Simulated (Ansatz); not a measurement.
## An Ansatz input for SiO2

```yaml
crystal:
  lattice:
    - [4.9727, 0.0, 0.0]
    - [0.0, 4.9727, 0.0]
    - [0.0, 0.0, 6.9257]
  atoms:
    - { symbol: Si, position: [0.3007, 0.3007, 0.0] }
    - { symbol: Si, position: [0.1993, 0.8007, 0.25] }
    - { symbol: Si, position: [0.6993, 0.6993, 0.5] }
    - { symbol: Si, position: [0.8007, 0.1993, 0.75] }
    - { symbol: O, position: [0.239, 0.1041, 0.1787] }
    - { symbol: O, position: [0.3959, 0.739, 0.4287] }
    - { symbol: O, position: [0.761, 0.8959, 0.6787] }
    - { symbol: O, position: [0.6041, 0.261, 0.9287] }
    - { symbol: O, position: [0.739, 0.3959, 0.5713] }
    - { symbol: O, position: [0.8959, 0.761, 0.3213] }
    - { symbol: O, position: [0.261, 0.6041, 0.0713] }
    - { symbol: O, position: [0.1041, 0.239, 0.8213] }
kpoints:
  mp_grid: { grid: [6, 6, 5] }
scf:
  occupations: { method: fermi_dirac, width: 0.02 }
  max_iter: 1
hamiltonian:
  xc: pbe
  pseudopotentials: { kind: paw }
output:
  forces: true
  stress: true
  populations: true
  efg: { quadrupole_moments_barn: { O: -0.02558 }, contact_densities: true }
```

```sh
ansatz run input.yaml --threads 4 --pin off --max-ram 8192MiB --backend cpu --events-out ev --progress --plain --runs-dir out
```

Question: What happens when this input is run?

Answer: No converged result was reached. The input holds a cap of too few SCF iterations. The program says:

```
Error: did not converge after 1 iterations: dr2 = 4.01e-4 (threshold 1.00e-7), under the density mixer `msr1`, which `scf.mixing.algorithm: auto` chose by the deck's other keys (type `scf.mixing.algorithm: msr1` to keep it); raise `scf.max_iter`, which need not help a stalled SCF, or adjust the mixing (`scf.mixing`) or, under a smearing, its width (`scf.occupations.width`, in either direction: another width is another result) …
```

```
SCF iter   1: F=—  HF=-7096.195903 eV  |F-HF|=—  |Δ(HF+E_count)|=         —  Δρ=9.75e-4  dr2=4.01e-4  ethr=1.77e-3  ⟨swp⟩=8.3  Hψ=14718  notcnv=0
```

Against a sound input the change was `scf.max_iter`: not typed → 1.

With the sound settings the run converges and gives V_zz (10²¹ V/m²) Si 0.52 (η 0.99), O 9.10 (η 0.14). The calculated pressure of 8 GPa (PBE) comes largely from the unrelaxed atoms: it is 1.2 GPa once they are relaxed in the same cell. The largest force is 0.5 eV/Å, so the atoms aren't at the calculated equilibrium and relaxing them would move these values.
